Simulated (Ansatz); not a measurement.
FeSe₂:
```
FeSe2
1.0
    4.78308     0.00000     0.00000
    0.00000     5.75924     0.00000
    0.00000     0.00000     3.58306
Fe Se
2 4
Direct
  0.00000   0.00000   0.00000
  0.50000   0.50000   0.50000
  0.21336   0.36971   0.00000
  0.78664   0.63029   0.00000
  0.71336   0.13029   0.50000
  0.28664   0.86971   0.50000
```

Relaxed with r²SCAN.

Task: Map the electron localisation function on the plane through (0.000, 0.000, 0.000) spanned by u = [1, 0, 0] and v = [0, 1, 0] in lattice vectors, from r²SCAN in the plane-wave PAW code Ansatz.

Result: x is the fraction of u, y of v (the angle between them is 90°; rows are the nearest grid lines); atoms in the plane: Fe at (0.00, 0.00), Se at (0.21, 0.37), Se at (0.79, 0.63).
```
y \ x   0.000  0.0833  0.167  0.292  0.375  0.458  0.542  0.625  0.708  0.833  0.917   1.00
------  -----  ------  -----  -----  -----  -----  -----  -----  -----  -----  -----  -----
1.00    0.893   0.694  0.349  0.170  0.083  0.025  0.025  0.083  0.170  0.349  0.694  0.893
0.931   0.667   0.556  0.227  0.169  0.086  0.028  0.022  0.078  0.191  0.211  0.423  0.667
0.862   0.211   0.274  0.168  0.134  0.065  0.026  0.036  0.189  0.457  0.314  0.102  0.211
0.759   0.576   0.215  0.092  0.044  0.030  0.044  0.252  0.582  0.730  0.833  0.816  0.576
0.690   0.670   0.237  0.044  0.026  0.031  0.096  0.459  0.682  0.517  0.471  0.762  0.670
0.621   0.642   0.294  0.157  0.149  0.087  0.119  0.508  0.722  0.374  0.166  0.646  0.642
0.552   0.670   0.558  0.579  0.588  0.366  0.130  0.378  0.720  0.673  0.510  0.726  0.670
0.448   0.670   0.726  0.510  0.673  0.720  0.378  0.130  0.366  0.588  0.579  0.558  0.670
0.379   0.642   0.646  0.166  0.374  0.722  0.508  0.119  0.087  0.149  0.157  0.294  0.642
0.310   0.670   0.762  0.471  0.517  0.682  0.459  0.096  0.031  0.026  0.044  0.237  0.670
0.241   0.576   0.816  0.833  0.730  0.582  0.252  0.044  0.030  0.044  0.092  0.215  0.576
0.138   0.211   0.102  0.314  0.457  0.189  0.036  0.026  0.065  0.134  0.168  0.274  0.211
0.0690  0.667   0.423  0.211  0.191  0.078  0.022  0.028  0.086  0.169  0.227  0.556  0.667
0.000   0.893   0.694  0.349  0.170  0.083  0.025  0.025  0.083  0.170  0.349  0.694  0.893
```

The density is the valence pseudo-density with augmentation charge, so density and ELF within about 1 Å of a nucleus are not all-electron values.

Space group Pnnm. The workflow started from a Materials Project entry (that database holds measured and hypothetical structures alike); the Crystallography Open Database files this formula in space group No. 58, but the cells were not matched. Its standing as an ambient phase is unchecked. The cell was relaxed with r²SCAN under the symmetry of its start; its stability against distortions is not shown here. No spin polarisation was allowed.

Potentials: the later of the program's two PAW sets.
